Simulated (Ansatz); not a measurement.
PbS:
```cif
data_Pb4S4
_chemical_formula_sum 'S4 Pb4'
_space_group_name_H-M_alt 'F-43m'
_space_group_IT_number 216
_space_group_name_Hall 'F -4 2 3'
_cell_length_a 6.54321
_cell_length_b 6.54321
_cell_length_c 6.54321
_cell_angle_alpha 90.000
_cell_angle_beta 90.000
_cell_angle_gamma 90.000
loop_
_atom_site_label
_atom_site_type_symbol
_atom_site_symmetry_multiplicity
_atom_site_Wyckoff_symbol
_atom_site_fract_x
_atom_site_fract_y
_atom_site_fract_z
_atom_site_occupancy
S1 S 4 d 0.75000 0.75000 0.75000 1
Pb1 Pb 4 a 0.00000 0.00000 0.00000 1
```
(The calculation used a cell of 2 atoms; values per cell refer to that cell.)

Relaxed with PBEsol.

**Question.** Which orbitals make up the states near the band edges in PBEsol (plane waves, PAW; program Ansatz)?

**Answer.** Top 1 eV of the valence band: S 3p 73 %, Pb 6s 16 %, Pb 6p 8 %. Bottom 1 eV of the conduction band: Pb 6p 77 %, S 3s 10 %, S 3p 7 %, outside the projected shells 5 %. Projections are on Löwdin-orthogonalised atomic valence shells; empty p or d shells of many metals are not among them.

**Question.** Tabulate the density of states.

**Answer.** States/eV per cell of 2 atoms, in 0.25 eV bins, energy from the valence-band maximum.

| E (eV) | total | S 3p | Pb 6p | Pb 6s |
|---|---|---|---|---|
| -7.86 | 2.22 | 0.39 | 0.05 | 1.63 |
| -7.61 | 1.11 | 0.18 | 0.02 | 0.79 |
| -7.36 | 0.70 | 0.11 | 0.01 | 0.49 |
| -7.11 | 0.48 | 0.07 | 0.01 | 0.33 |
| -6.86 | 0.34 | 0.04 | 0.00 | 0.23 |
| -6.61 | 0.24 | 0.02 | 0.00 | 0.16 |
| -6.36 | 0.15 | 0.01 | 0.00 | 0.11 |
| -6.11 | 0.08 | 0.00 | 0.00 | 0.05 |
| -5.86 | 0.00 | 0.00 | 0.00 | 0.00 |
| -5.61 | 0.00 | 0.00 | 0.00 | 0.00 |
| -5.36 | 0.00 | 0.00 | 0.00 | 0.00 |
| -5.11 | 0.00 | 0.00 | 0.00 | 0.00 |
| -4.86 | 0.00 | 0.00 | 0.00 | 0.00 |
| -4.61 | 0.00 | 0.00 | 0.00 | 0.00 |
| -4.36 | 0.00 | 0.00 | 0.00 | 0.00 |
| -4.11 | 0.00 | 0.00 | 0.00 | 0.00 |
| -3.86 | 0.00 | 0.00 | 0.00 | 0.00 |
| -3.61 | 0.80 | 0.50 | 0.29 | 0.00 |
| -3.36 | 2.64 | 1.67 | 0.91 | 0.02 |
| -3.11 | 2.86 | 1.92 | 0.89 | 0.02 |
| -2.86 | 3.14 | 2.22 | 0.86 | 0.02 |
| -2.61 | 2.96 | 2.21 | 0.69 | 0.01 |
| -2.36 | 2.38 | 1.89 | 0.46 | 0.01 |
| -2.11 | 1.03 | 0.87 | 0.15 | 0.00 |
| -1.86 | 0.31 | 0.24 | 0.04 | 0.01 |
| -1.61 | 0.62 | 0.43 | 0.10 | 0.06 |
| -1.36 | 0.92 | 0.64 | 0.14 | 0.10 |
| -1.11 | 1.03 | 0.72 | 0.14 | 0.12 |
| -0.86 | 1.28 | 0.90 | 0.15 | 0.17 |
| -0.61 | 1.68 | 1.21 | 0.14 | 0.26 |
| -0.36 | 1.93 | 1.43 | 0.11 | 0.33 |
| -0.11 | 0.43 | 0.33 | 0.01 | 0.08 |
| 0.14 | 0.00 | 0.00 | 0.00 | 0.00 |
| 0.39 | 0.00 | 0.00 | 0.00 | 0.00 |
| 0.64 | 0.03 | 0.00 | 0.03 | 0.00 |
| 0.89 | 0.32 | 0.01 | 0.25 | 0.00 |
| 1.14 | 0.48 | 0.03 | 0.37 | 0.00 |
| 1.39 | 0.65 | 0.05 | 0.49 | 0.01 |
| 1.64 | 0.80 | 0.08 | 0.60 | 0.01 |
| 1.89 | 1.08 | 0.13 | 0.79 | 0.02 |
| 2.14 | 1.46 | 0.21 | 1.05 | 0.02 |
| 2.39 | 1.51 | 0.24 | 1.04 | 0.02 |
| 2.64 | 1.55 | 0.24 | 1.12 | 0.02 |
| 2.89 | 1.52 | 0.25 | 1.12 | 0.01 |
| 3.14 | 3.70 | 0.80 | 2.48 | 0.02 |
| 3.39 | 2.83 | 0.65 | 1.83 | 0.02 |
| 3.64 | 2.09 | 0.48 | 1.35 | 0.01 |
| 3.89 | 1.50 | 0.34 | 0.99 | 0.00 |
| 4.14 | 1.27 | 0.30 | 0.84 | 0.00 |
| 4.39 | 1.09 | 0.27 | 0.72 | 0.00 |
| 4.64 | 1.05 | 0.27 | 0.68 | 0.00 |
| 4.89 | 0.95 | 0.24 | 0.57 | 0.00 |
| 5.14 | 0.11 | 0.03 | 0.07 | 0.00 |
| 5.39 | 0.01 | 0.00 | 0.00 | 0.00 |

The start of the workflow was typed in or built on a structure type; neither database checked (COD, Materials Project) lists it. It is not the phase usual at ambient conditions (space group No. 225). Symmetry was held in the PBEsol relaxation. At this level the phase is mechanically unstable. Spin–orbit coupling is left out wherever it is not named.

Potentials: the later of the program's two PAW sets.
